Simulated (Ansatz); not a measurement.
All numbers below come from Ansatz, DFT PBE, scalar-relativistic, plane waves, PAW. Settings: cutoff 420 eV, Γ-centred meshes spaced at most about 0.3 Å⁻¹, and about 0.25 Å⁻¹ or finer for metals (2π included), Gaussian smearing. Collinear spin in cells that started with moments and kept them past the coarse steps, no spin elsewhere.

All energies are static (0 K, no zero-point motion).

Two forms of Si₅Mo were relaxed alike.

A. (no spin)

```cif
data_structure
_symmetry_space_group_name_H-M 'R-3m:H'
_symmetry_Int_Tables_number 166
_cell_length_a 7.5621
_cell_length_b 7.5621
_cell_length_c 7.0303
_cell_angle_alpha 90.000
_cell_angle_beta 90.000
_cell_angle_gamma 120.000
_cell_volume 348.17
loop_
_atom_site_label
_atom_site_type_symbol
_atom_site_symmetry_multiplicity
_atom_site_Wyckoff_symbol
_atom_site_fract_x
_atom_site_fract_y
_atom_site_fract_z
_atom_site_occupancy
Si1 Si 9 d 0.83333 0.66667 0.16667 1
Si2 Si 6 c 0.00000 0.00000 0.34608 1
Mo1 Mo 3 a 0.00000 0.00000 0.00000 1
```

B. (site moments Mo 1.4 μB)

```cif
data_structure
_symmetry_space_group_name_H-M 'P6/mmm'
_symmetry_Int_Tables_number 191
_cell_length_a 8.1647
_cell_length_b 8.1647
_cell_length_c 2.4563
_cell_angle_alpha 90.000
_cell_angle_beta 90.000
_cell_angle_gamma 120.000
_cell_volume 141.80
loop_
_atom_site_label
_atom_site_type_symbol
_atom_site_symmetry_multiplicity
_atom_site_Wyckoff_symbol
_atom_site_fract_x
_atom_site_fract_y
_atom_site_fract_z
_atom_site_occupancy
Si1 Si 3 f 0.50000 0.00000 0.00000 1
Si2 Si 2 c 0.33333 0.66667 0.00000 1
Mo1 Mo 1 b 0.00000 0.00000 0.50000 1
```

Problem. Which is lower in energy, and by how much?

Solution. A is lower, by 0.71 eV/atom. A has space group R-3m (No. 166), 19.3 Å³/atom and no gap on its mesh; B has space group P6/mmm (No. 191), 23.6 Å³/atom and no gap. Counting Si atoms around Mo (those within 1.25 times the shortest such distance or 1.15 times the sum of covalent radii; a plus sign parts nearer from farther groups; the shortest distance is added where it is long for a bond), A has Mo 8 and B has Mo 12+12 from 4.3 Å. A and B both hold Si–Si bonds in all directions. Their magnetic states differ too. The denser one is the lower, and pressure would at first widen the difference. Even the lower one lies +0.58 eV/atom against the reference forms of the elements (uncorrected), so neither is stable at this level. In A, around Si on a site of symmetry 2/m lie 2 Mo at 2.48 Å and 2 Si at 2.52 Å; Si on a site of symmetry 3m has 1 Si at 2.16 Å, 1 Mo at 2.43 Å and 3 Si at 2.52 Å; around Mo lie 8 Si at 2.43–2.48 Å. In B, Si on a site of symmetry mmm has 4 Si at 2.36–2.46 Å; Si on a site of symmetry -6m2 has 5 Si at 2.36–2.46 Å; around Mo lie 2 Mo at 2.46 Å. Both come from invented guesses. A third cell relaxed alike, in P-6m2, lies 243 meV/atom below the lower of the two.

The magnetic state reached may not be the lowest. Cells relaxed within their symmetry can be saddle points. Some types were kept out of the candidates beforehand, so the set may lack a known form.
